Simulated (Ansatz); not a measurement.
With DFT-PBEsol in the program Ansatz with PAW potentials, InGaSbAs in the orthorhombic phase (Pmm2; In on 1a, As on 1b, Ga on 1d, Sb on 1c) relaxes to a = 4.284 Å, b = 4.320 Å, c = 6.129 Å. In has 4 nearest neighbours from 2.64 Å (tetrahedral); As has 4 nearest neighbours from 2.52 Å (tetrahedral); Ga has 4 nearest neighbours from 2.52 Å (tetrahedral); Sb has 4 nearest neighbours from 2.63 Å (tetrahedral). Against the elements it lies at -0.14 eV/atom, with no fitted shifts.

Electronic character: no gap, with almost no states at the Fermi level (zero-gap or semimetallic).

An equation-of-state fit gives a bulk modulus of 52.7 GPa.

The start of the workflow was typed in or built on a structure type; neither database checked (COD, Materials Project) lists it. Its standing as an ambient phase is unchecked. The PBEsol relaxation kept the symmetry of its start; its stability against distortions is not shown here. The references are the lowest solids computed at this level, not always the standard phases. Spin–orbit coupling is left out wherever it is not named.

Potentials: the earlier of the program's two PAW sets. The files were generated under PBE; for other functionals the program regenerates the frozen cores, and for LDA and PBEsol the local potential too.
